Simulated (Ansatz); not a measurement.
## AlOs (NiAs-type structure)

Method: PBEsol, scalar-relativistic; no spin polarisation; PAW, 420 eV, Γ-centred 10×10×6 mesh, 0.05 eV Gaussian smearing; code Ansatz. The datasets are Ansatz's generated set soft_2.

```xyz
4
Lattice="3.9672 0.0000 0.0000 -1.9836 3.4357 0.0000 0.0000 0.0000 4.9316" Properties=species:S:1:pos:R:3 pbc="T T T"
Os    0.0000    0.0000    0.0000
Os    0.0000    0.0000    2.4658
Al    0.0000    2.2905    1.2329
Al    1.9836    1.1452    3.6987
```

The start was a prototype's sites filled with these elements, not a measured cell.

The cell above was scaled in volume, and shape and atoms were relaxed at each volume within its symmetry. Energies are counted from the cell above.

```csv
V (Å³/atom),ΔE (meV/atom),P (GPa)
16.13,13.7,6.8
16.47,3.4,3.2
16.80,0.0,0.1
17.14,2.9,-2.8
17.48,11.7,-5.6
```

(1) What do the points give for the equilibrium volume, the bulk modulus and its pressure derivative (third-order Birch–Murnaghan)?

Answer:

(1) V0 = 16.81 Å³/atom, B0 = 151 GPa, B0′ isn't fixed: the energies give 2.9, and a fit of the pressures differs by over 0.35.

B0·V0 = 151.0 GPa × 16.81 Å³ = 15.84 eV/atom sets the scale: near the minimum ΔE ≈ ½ B0 V0 x², with x = V/V0 − 1, and a pressure of 1.5 GPa squeezes the volume by about 1 %. At the ends of the curve: x = −4.1 % predicts 13.0 meV/atom and the run gives 13.7; x = +3.9 % predicts 12.3 meV/atom and the run gives 11.7. The curve is steeper than the parabola on the compressed side and flatter on the expanded side: the bulk modulus rises with pressure.

No spin–orbit coupling, a notable omission for heavy elements. The run is a metal.
